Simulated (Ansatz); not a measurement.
Values for one crystal, relaxed and computed with LDA (plane waves, PAW; program Ansatz); other levels are named.

Volume per atom: 9.89 Å³
Electronic character: metallic (no gap)
Bulk modulus (Birch–Murnaghan fit): 260 GPa
Zone-centre stability: no imaginary mode at Γ
Density of states at the Fermi level: 0.09 states/eV per atom (mean over ±0.08 eV)
Pressure derivative B′: 3.9
Poisson's ratio: 0.14

Q: Which compound is it?
(A) ZrN, rock salt
(B) AlC6, P6/mmm (C on 6j, Al on 1b)
(C) TaN, P6/mmm (Ta on 1a, Ta on 2d, N on 3f)
(D) ZrB2, P6/mmm (Zr on 1a, B on 2d)

A: D, ZrB2, P6/mmm (Zr on 1a, B on 2d)

Symmetry was held in the LDA relaxation. The run is not spin-polarised. Spin–orbit coupling is left out wherever it is not named.

Potentials: the earlier of the program's two PAW sets. The files were generated under PBE; for other functionals the program regenerates the frozen cores, and for LDA and PBEsol the local potential too.
